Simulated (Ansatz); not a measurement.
Method: Ansatz, DFT PBE, scalar-relativistic, plane waves, PAW. Settings: cutoff 420 eV, Γ-centred meshes spaced at most about 0.3 Å⁻¹, and about 0.25 Å⁻¹ or finer for metals (2π included), Gaussian smearing. No spin polarisation in the final relaxations.

These are static total energies at zero pressure. All come from trial cells, and lower structures may exist.

Task: These unrelaxed guesses for TaBr are each relaxed within their symmetry. Order them by the energy at which they end, lowest first.
A.

Space group Pm-3m (No. 221). a = 3.764 Å, b = 3.764 Å, c = 3.764 Å, α = 90.00°, β = 90.00°, γ = 90.00°
```
atom  site  symmetry       x       y       z
  Ta    1b      m-3m  0.5000  0.5000  0.5000
  Br    1a      m-3m  0.0000  0.0000  0.0000
```

B.

Space group P4/mmm (No. 123). a = 3.799 Å, b = 3.799 Å, c = 4.366 Å, α = 90.00°, β = 90.00°, γ = 90.00°
| atom | site | symmetry | x | y | z |
| --- | --- | --- | --- | --- | --- |
| Ta | 1c | 4/mmm | 0.5000 | 0.5000 | 0.0000 |
| Br | 1a | 4/mmm | 0.0000 | 0.0000 | 0.0000 |

C.

Space group F-43m (No. 216). a = 6.098 Å, b = 6.098 Å, c = 6.098 Å, α = 90.00°, β = 90.00°, γ = 90.00°
```json
{"atom": "Ta", "site": "4a", "symmetry": "-43m", "x": "0.0000", "y": "0.0000", "z": "0.0000"}
{"atom": "Br", "site": "4c", "symmetry": "-43m", "x": "0.2500", "y": "0.2500", "z": "0.2500"}
```

Result: A (ends in Pm-3m, caesium chloride type, 0 meV/atom), B (ends in P4/mmm, 22 meV/atom), C (ends in F-43m, zinc blende type, 0.45 eV/atom). Even the lowest end lies +1.05 eV/atom against the elements.

These runs have no spin–orbit coupling, which can matter for Ta. A magnetic state wasn't ruled out in cells without spin, among them Pm-3m, P4/mmm, F-43m. Cells relaxed within their symmetry can be saddle points. Some types were kept out of the candidates beforehand, so the set may lack a known form.
